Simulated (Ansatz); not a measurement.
# Computed generalised stacking-fault energy along a line: Ti (hcp, Mg type)

Ti (hcp, Mg type) is sheared across one (0001) plane: the third cell vector gains the shift, so faults repeat every 13.9 Å. The cut lies between planes 2.32 Å apart; the cell height is held.

```yaml
crystal:
  lattice:
    - [2.93591, 0.00000, 0.00000]
    - [1.46796, 2.54258, 0.00000]
    - [0.00000, 0.00000, 13.90926]
  atoms:
    - { symbol: Ti, position: [0.33333, 0.33333, 0.08333] }
    - { symbol: Ti, position: [0.33333, 0.33333, 0.41667] }
    - { symbol: Ti, position: [0.33333, 0.33333, 0.75000] }
    - { symbol: Ti, position: [0.66667, 0.66667, 0.91667] }
    - { symbol: Ti, position: [0.66667, 0.66667, 0.25000] }
    - { symbol: Ti, position: [0.66667, 0.66667, 0.58333] }
```

In-plane vectors a = (2.936, 0.000) Å, b = (1.468, 2.543) Å, area 7.46 Å². The shift is s times the vector a + b (length 5.085 Å), so s = 1 restores the start. Atoms relax along the normal only. γ = [E(shift) − E(0)] / area.

Method: r2SCAN (plane waves to 500 eV, PAW, scalar-relativistic; Ansatz, a program for electronic structure). k mesh 15×15×3 (Γ-centred), Fermi-Dirac smearing 0.05 eV. Energies are extrapolated to zero smearing. Stress and pressure are positive under compression. Some relaxations began with atoms very close together and may have settled on another branch. With partly filled bands, the k mesh leaves noise in γ, roughly 0.02 J/m² as judged from a few cases. Faults lie only 13.9 Å apart, and holding the cell height raises γ above its relaxed value. Ti is run without spin polarisation. Ti was relaxed with its symmetry unable to fall. γ is measured from zero shift.

| s | γ (J/m²) | σ normal to the fault (GPa) |
|---|---|---|
| 0.000 | 0.00 | 0.1 |
| 0.083 | 0.18 | 0.4 |
| 0.167 | 0.43 | 1.4 |
| 0.250 | 0.60 | 2.6 |
| 0.333 | 0.66 | 3.2 |
| 0.417 | 0.61 | 2.7 |
| 0.500 | 0.54 | 1.8 |
| 0.583 | 0.46 | 1.2 |
| 0.667 | 0.35 | 1.3 |
| 0.750 | 0.47 | 1.2 |
| 0.833 | 0.43 | 1.1 |
| 0.917 | 0.16 | 0.4 |

Read from the data:

| Property | Result |
|---|---|
| Highest computed γ on the line | 0.66 J/m² |
| Position of the highest point | s = 0.333 |
| Local minima between the ends | s = 0.667 |
| γ at the local minimum along the line, s = 0.667 | 0.35 J/m² |
| Lower barrier from zero shift into that minimum (unstable fault energy, highest computed point) | 0.47 J/m² |
| Steepest slope dγ/d(shift) before the first maximum (spline) | 6.3 GPa |

The 12 points together took about 70 core-minutes (a rough figure).

(The slope of γ gives the shear force per area between the displaced halves; near zero shift its curvature is an elastic stiffness.)
